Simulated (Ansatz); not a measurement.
**EuCd (Pm-3m): spiral at q = 0**

These are results of DFT, LDA, all-electron LAPW, scalar-relativistic in Ansatz, not measurements.

Command: `ansatz run input.yaml --threads 2 --pin off --max-ram 5120MiB --backend cpu --events-out ev --progress --plain --runs-dir out`

```yaml
crystal:
  lattice:
    - [3.91685441, 0.0, 0.0]
    - [0.0, 3.91685441, 0.0]
    - [0.0, 0.0, 3.91685441]
  atoms:
    - { symbol: Eu, position: [0.5, 0.5, 0.5], spin: 6.8, spin_axis: [1.0, 0.0, 0.0] }
    - { symbol: Cd, position: [0.0, 0.0, 0.0] }
magnetization:
  noncollinear: true
  spin_spiral: { q: [0.0, 0.0, 0.0] }
kpoints:
  mp_grid: { grid: [8, 8, 8] }
scf:
  occupations: { method: fermi_dirac, width: 0.03 }
hamiltonian:
  xc: lda
  pseudopotentials: { kind: all_electron, lapw: { basis_error: 0.0005 } }
output:
  eigenvalues: false
```

Output:

```
settings of this run that can trade accuracy for cost: output.eigenvalues: false. Do not mix this run's numbers with those of runs without the same settings; the input reference describes each key
LAPW: plane waves up to 7.422 Å⁻¹, error target 5.0e-4 eV per atom; small_component_spin mean_spin; Cd in spheres of 1.579 Å, 20 of its electrons in bands, Dirac shells []; Eu in spheres of 1.814 Å, 27 of its electrons in bands, Dirac shells [] (how accurate: hamiltonian.pseudopotentials.lapw.basis_error, Limitations)
band count auto-derived: 60 (N_el = 47.0; filled up to band 47; 58 by the electrons, moments and atoms)
Engine: ansatz 0.2.0
Pseudopotentials: kind: all_electron
Pseudopotential: Eu, LAPW, valence charge 27, lapw/all_electron/scalar/gaussian/Eu, Koelling and Harmon's equation, gaussian nucleus
Pseudopotential: Cd, LAPW, valence charge 20, lapw/all_electron/scalar/gaussian/Cd, Koelling and Harmon's equation, gaussian nucleus
Functional definition: SPW92
  exchange = slater_x
  correlation = pw_c
Crystal: 2 atoms, lattice volume = 60.091 Å³
Basis set: ecut = 209.85757909375013 eV, 437 PW (Γ), exchange–correlation at level 2
Bands: 60, of which v1, the nominal top of the filled ones, is band 47 counted from 1 (46 counted from 0)
Symmetry: 48 space group operations
k-points: 35 of 512
Spin spiral: q = (0, 0, 0) of the reciprocal vectors; moments are told in the frame that turns with it, a site's in that at the site
Non-local potential: Eu, projectors of the file, none
Non-local potential: Cd, projectors of the file, none
Initial density: superposition of atomic densities (chi_scale 0.1, normalization cell)
Starting moments: Σ|m| = 6.8 μB on 1 of 2 sites
Initial wavefunctions: plane waves of lowest kinetic energy (no species holds an atomic orbital)
Functional: x = slater, c = lda
iter 1 solved again at ethr=3.79e-4 eV; its pass at ethr=1.00e-1 eV (dr2=1.78e-1 eV) is discarded
SCF iter   1: F=—  HF=-446970.607907 eV  |F-HF|=—  |Δ(HF+E_count)|=         —  Δρ=1.39e-2  dr2=1.79e-1  dr2_m=1.15e-2  ethr=3.79e-4  |M|=6.49e0 ∫|m|=6.50e0 μB  β_m=0.30  ⟨swp⟩=2.6  Hψ=13378  notcnv=0
preconditioner: auto → Kerker (q_TF=auto, 2.619 Å⁻¹)  [metal: Δε(μ)=0.020 eV  Ē_g=10.333 eV  σ=0.030 eV  W_gap=0.17  n_scr=18 (ndim 8)  ℏωp=24.9 eV  f_vac=0.000  D(μ)=9.60/eV (n_scr^D=170)]
[...]
the basis was enlarged: its passes take 12.0 MiB over the memory plan, 2 of 2 planned eigensolver slots
[...]
SCF iter  18: F=—  HF=-446970.338236 eV  |F-HF|=—  |Δ(HF+E_count)|=   9.44e-6  Δρ=2.44e-5  dr2=4.38e-8  dr2_m=8.19e-8  ethr=1.90e-10  |M|=7.12e0 ∫|m|=7.12e0 μB  β_m=0.54  ⟨swp⟩=3.0  Hψ=6893  notcnv=0
SCF iter  19: F=—  HF=-446970.338237 eV  |F-HF|=—  |Δ(HF+E_count)|=   2.43e-7  Δρ=5.20e-6  dr2=1.56e-8  dr2_m=3.73e-9  ethr=9.32e-11  |M|=7.12e0 ∫|m|=7.12e0 μB  β_m=0.77  ⟨swp⟩=2.0  Hψ=6354  notcnv=0
SCF iter  20: F=-446970.338237 eV  HF=-446970.338237 eV  |F-HF|=2.04e-9  |Δ(HF+E_count)|=   1.25e-8  Δρ=2.08e-6  dr2=5.74e-9  dr2_m=5.57e-11  ethr=3.31e-11  |M|=7.12e0 ∫|m|=7.12e0 μB  ⟨swp⟩=2.0  Hψ=6354  notcnv=0
SCF 1 converged in 20 iterations: F = -446970.338237 eV  dr2 = 5.74e-9
WARN: this state was not checked for a lower one beside it: the run's test of it (scf.lower_state_search) could not run behind this SCF: none is made under non-collinear spin (noncollinear)
SCF converged after 20 iterations
Magnetization: |M| = 7.1151 μB,  M = (+7.1151, +0.0000, +0.0000) μB
Absolute magnetization: 7.1169 μB (∫|m|)
  site 0: m = (+6.9439, +0.0000, +0.0000) μB, |m| = 6.9439 μB  (R = 1.81 Å)
  site 1: m = (+0.0532, +0.0000, +0.0000) μB, |m| = 0.0532 μB  (R = 1.58 Å)
Free energy (F): -446970.338237 eV
Harris-Foulkes:  -446970.338237 eV  (|F-HF|=2.04e-9)
Internal energy: -446970.333612 eV  (E = F + TS)
E sigma→0 (E₀):  -446970.335924 eV
Entropy (-TS):   -0.004625 eV (-2.312 meV/atom)
Fermi energy:    12.894216 eV
--- Per-component energies (eV) ---
  E_band       = -1567.837773
  E_kinetic    = 478871.154134
  E_xc         = -10489.395622
  E_electrostatic = -915352.092124  (all electrons and nuclei)
  E_smearing   = -0.004625  (= −TS)
  E_closure    = 0.000000  (closes the sum)
  E_atoms      = -446957.711387  (free atoms, spherical and without spin; not in F)
  Σ components = -446970.338237   (vs F -446970.338237, Δ=0.00e0)
  Basis errors (estimates in eV, not in F): energy 8.8e-5 per atom: plane waves 6.1e-5 (3.1e-5 summed), levels above the bands 9.7e-62, relativity 1.4e-9, radial functions 2.7e-5, core shells 4.6e-7; eigenvalues (radial functions only) 1.1e-6; not estimated: angular momenta, meshes, grids; target (lapw.basis_error) 5.0e-4; muffin-tin radii Cd 1.579 Å, Eu 1.814 Å
settings of this run that can trade accuracy for cost: output.eigenvalues: false. Do not mix this run's numbers with those of runs without the same settings; the input reference describes each key
```

Site moments (μB): Eu1 6.94, Cd2 0.05. Cell moment 7.12 μB in the turning frame.

Without U a semilocal functional puts the f levels too near the Fermi level, which can change moments and the order of magnetic states; site and cell moments are spin moments. Spin–orbit coupling is left out although heavy atoms are present. In at least one run the program's final test of stability wasn't made or came to no verdict. With open f shells a run can end in a state that isn't the lowest. None of this fixes the real material's magnetic order: only patterns that fit the cell were computed, without spin fluctuations and on one mesh and smearing, with a functional that can overstate moments.

It took 3.8 min on 2 threads of Arm Neoverse N1, with other jobs on the host, peak memory 0.74 GiB.
